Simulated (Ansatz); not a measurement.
# Is this Al₃InSb₄ structure a true minimum?

The structure comes from a generated guess, relaxed at this level; another structure or a mixture of phases may lie lower.

All numbers below come from Ansatz, DFT PBE, scalar-relativistic, plane waves, PAW. Plane waves to 420 eV, a k mesh through Γ of 6×6×6 on the computed 8-atom cell and Gaussian smearing (0.02 eV); no spin polarisation.

The cell below (8 atoms, space group I-42m (No. 121)) is relaxed within its symmetry.

```yaml
crystal:
  lattice:
    - [-3.16110, 3.16110, 6.31680]
    - [3.16110, -3.16110, 6.31680]
    - [3.16110, 3.16110, -6.31680]
  atoms:
    - { symbol: Al, position: [0.50000, 0.50000, 0.00000] }
    - { symbol: Al, position: [0.25000, 0.75000, 0.50000] }
    - { symbol: Al, position: [0.75000, 0.25000, 0.50000] }
    - { symbol: In, position: [0.00000, 0.00000, 0.00000] }
    - { symbol: Sb, position: [0.86843, 0.86843, 0.47805] }
    - { symbol: Sb, position: [0.39038, 0.39038, 0.52195] }
    - { symbol: Sb, position: [0.13157, 0.60962, 0.00000] }
    - { symbol: Sb, position: [0.60962, 0.13157, 0.00000] }
```

For the test it was strained at random (σ = 1.5 % a component), the atoms were moved at random (σ = 0.15 Å), and all was relaxed again on a coarse 4×4×4 mesh (in the run’s order of axes) with 0.10 eV smearing, with no symmetry imposed.

These runs have no spin–orbit coupling, which can matter for Sb.

Q: What happens?

A: It returns, within 1 meV/atom of the unmoved cell on that mesh and with the same symmetry when read at 0.1 Å. So it is stable against the distortions that fit this cell and that this random move excites. Modes that don't fit the cell aren't tested.
